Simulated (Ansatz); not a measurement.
Relaxed HgTe (zinc blende):

```yaml
crystal:
  lattice:
    - [0.00000, 3.32533, 3.32533]
    - [3.32533, 0.00000, 3.32533]
    - [3.32533, 3.32533, 0.00000]
  atoms:
    - { symbol: Te, position: [0.75000, 0.75000, 0.75000] }
    - { symbol: Hg, position: [0.00000, 0.00000, 0.00000] }
```

In each cell atom 1 (Te, nearest neighbour Hg at 2.880 Å; its periodic images, 4.7 Å or more away, move with it) moves by s·(0.707, 0.707, 0.000) (along Cartesian [110]), the rest being held.

Method: PBE (plane waves to 420 eV, PAW, scalar-relativistic; Ansatz, a program for electronic structure). k mesh 10×10×10 (Γ-centred), Fermi-Dirac smearing 0.05 eV. The energy includes the smearing's −TS. With partly filled bands, energies and forces of such displacements shift with the k mesh and the smearing. At this level the bands of HgTe touch or barely overlap. HgTe was relaxed with its symmetry unable to fall. Spin-orbit coupling is left out, though Hg and Te are heavy. The relaxed volume of HgTe is well above the measured one; the method has no dispersion term. ΔE is measured from the undisplaced structure. The last digit holds for this mesh only.

```
s (Å)   ΔE (meV/cell)
------  -------------
-0.860         1829.0
-0.688       withheld
-0.516          473.9
-0.344          182.5
-0.172           41.1
0.000             0.0
0.172            41.1
0.344           182.5
0.516           473.9
0.688        withheld
0.860          1829.0
```

**Question.** Fit an even polynomial form (powers 2, 4, 6) to the given rows and predict ΔE at s = 0.688.

**Answer.** Least squares on the 9 given rows: ΔE = (1344)·s² + (1701)·s⁴ + (-235.5)·s⁶, in meV/cell with s in Å; root-mean-square residual 0.13 meV/cell. At 0.688 the fit gives 992.3 meV/cell; the calculation gives 990.8 meV/cell, so the interpolation is off by 1.5 (+0.2 %). The quadratic term alone would give 636.2 meV/cell.

(For displaced atoms, the force is minus the slope of the energy, and its curvature is a force constant, which sets phonon frequencies.)
